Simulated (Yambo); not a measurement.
```
CELL_PARAMETERS angstrom
      2.31795     1.33827     4.97564
     -2.31795     1.33827     4.97564
      0.00000    -2.67654     4.97564
ATOMIC_POSITIONS crystal
  C  0.25000 0.25000 0.25000
  C  0.75000 0.75000 0.75000
  O  0.25000 0.97199 0.52801
  O  0.75000 0.02801 0.47199
  O  0.52801 0.25000 0.97199
  O  0.47199 0.75000 0.02801
  O  0.97199 0.52801 0.25000
  O  0.02801 0.47199 0.75000
  Mg 0.00000 0.00000 0.00000
  Mg 0.50000 0.50000 0.50000
```

The geometry is that of Materials Project entry mp-5348, symmetrised and not relaxed again.

### Question
Where are the main features of Im ε from RPA with local fields on LDA bands shifted by a G0W0 scissor of 3.41 eV (Yambo; 4×4×4 mesh, 84 bands, 3 Ry local-field block, 0.2 eV broadening; field along x)?

### Answer
Peaks at 11.5 eV (4.2), 12.2 eV (3.4), 13.9 eV (2.1), 15.5 eV (2.1), 17.9 eV (2.8), heights in brackets. Peak heights and small wiggles depend on the k mesh. Convergence of the RPA response with its 4×4×4 mesh was not tested. The scissor comes from a G0W0 run whose convergence isn't established. No excitonic effects at this level.
